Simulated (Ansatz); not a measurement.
Values for one crystal, relaxed and computed with DFT-LDA in the program Ansatz with PAW potentials; other levels are named.

| Property | Result |
|---|---|
| Volume per atom | 10.13 Å³ |
| Electronic character | metallic (no gap) |
| Poisson's ratio | 0.21 |
| Highest zone-centre frequency | 630 cm⁻¹ |
| Mechanical stability | stable (all eigenvalues of C positive) |
| Debye temperature from the elastic constants | 662 K |
| Pressure derivative B′ | 4.3 |

Problem. Which compound is it?
(A) WC, P-6m2 (W on 1a, C on 1f)
(B) TaP, P-6m2 (Ta on 1e, P on 1b)
(C) SnSe2, R3m (Sn on 3a, Se on 3a, Se on 3a)
(D) Te2W, Pmn2_1 (Pearson symbol oP12)

Solution. A, WC, P-6m2 (W on 1a, C on 1f)

The cell was relaxed with LDA under the symmetry of its start. No spin polarisation was allowed. As this level gives no gap, shear constants depend on the k-mesh and smearing (Fermi–Dirac, 0.1 eV here). As this level gives no gap, phonon frequencies hold no LO–TO term and depend on the k-mesh and smearing (Fermi–Dirac, 0.1 eV here). Scalar-relativistic: spin–orbit coupling is off unless named, which matters more the heavier the elements.

Potentials: the earlier of the program's two PAW sets. The files were generated under PBE; for other functionals the program regenerates the frozen cores, and for LDA and PBEsol the local potential too.
